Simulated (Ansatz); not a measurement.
Starting cell, Ru (hcp, Mg type):

```
Ru
1.0
    5.40913     0.00000     0.00000
   -1.35228     2.34222     0.00000
    0.00000     0.00000     4.26009
Ru
4
Direct
  0.16667   0.66667   0.75000
  0.66667   0.66667   0.75000
  0.33333   0.33333   0.25000
  0.83333   0.33333   0.25000
```

A phonon eigenvector at M = (0.5, 0.0, 0.0) is frozen into this cell: atom i moves by Q times the vector below, so Q is the largest atomic displacement, in Å. The cell is held. (q is in reciprocal vectors of the primitive cell; the cell shown is doubled to hold the pattern.)

```json
[
 {"atom": "Ru1", "x": "0.000", "y": "0.000", "z": "-1.000"},
 {"atom": "Ru2", "x": "0.000", "y": "0.000", "z": "1.000"},
 {"atom": "Ru3", "x": "0.000", "y": "0.000", "z": "-1.000"},
 {"atom": "Ru4", "x": "0.000", "y": "0.000", "z": "1.000"}
]
```

The numbers are results of r2SCAN (plane waves to 500 eV, PAW, scalar-relativistic; Ansatz, a program for electronic structure), not measurements. k mesh 10×20×11 (Γ-centred), Fermi-Dirac smearing 0.05 eV. E stands for the smeared free energy. With partly filled bands, energies and forces of such displacements shift with the k mesh and the smearing. Ru is run without spin polarisation. Ru was relaxed with its symmetry unable to fall. The zero of ΔE is the undisplaced structure. The last digit holds for this mesh only.

```json
[
 {"Q (Å)": "-0.1000", "ΔE (meV/cell)": "236.9"},
 {"Q (Å)": "-0.0833", "ΔE (meV/cell)": "162.6"},
 {"Q (Å)": "-0.0667", "ΔE (meV/cell)": "103.0"},
 {"Q (Å)": "-0.0500", "ΔE (meV/cell)": "withheld"},
 {"Q (Å)": "-0.0333", "ΔE (meV/cell)": "25.3"},
 {"Q (Å)": "-0.0167", "ΔE (meV/cell)": "6.3"},
 {"Q (Å)": "0.0000", "ΔE (meV/cell)": "0.0"},
 {"Q (Å)": "0.0167", "ΔE (meV/cell)": "6.3"},
 {"Q (Å)": "0.0333", "ΔE (meV/cell)": "25.3"},
 {"Q (Å)": "0.0500", "ΔE (meV/cell)": "withheld"},
 {"Q (Å)": "0.0667", "ΔE (meV/cell)": "103.0"},
 {"Q (Å)": "0.0833", "ΔE (meV/cell)": "162.6"},
 {"Q (Å)": "0.1000", "ΔE (meV/cell)": "236.9"}
]
```

### Question
Fit an even polynomial form (powers 2, 4) to the given rows and predict ΔE at Q = -0.0500.

### Answer
Least squares on the 11 given rows: ΔE = (22760)·Q² + (93400)·Q⁴, in meV/cell with Q in Å; root-mean-square residual 0.09 meV/cell. At -0.0500 the fit gives 57.5 meV/cell; the calculation gives 57.4 meV/cell, so the interpolation is off by 0.1 (+0.2 %). The quadratic term alone would give 56.9 meV/cell.

(For displaced atoms, the force is minus the slope of the energy, and its curvature is a force constant, which sets phonon frequencies.)
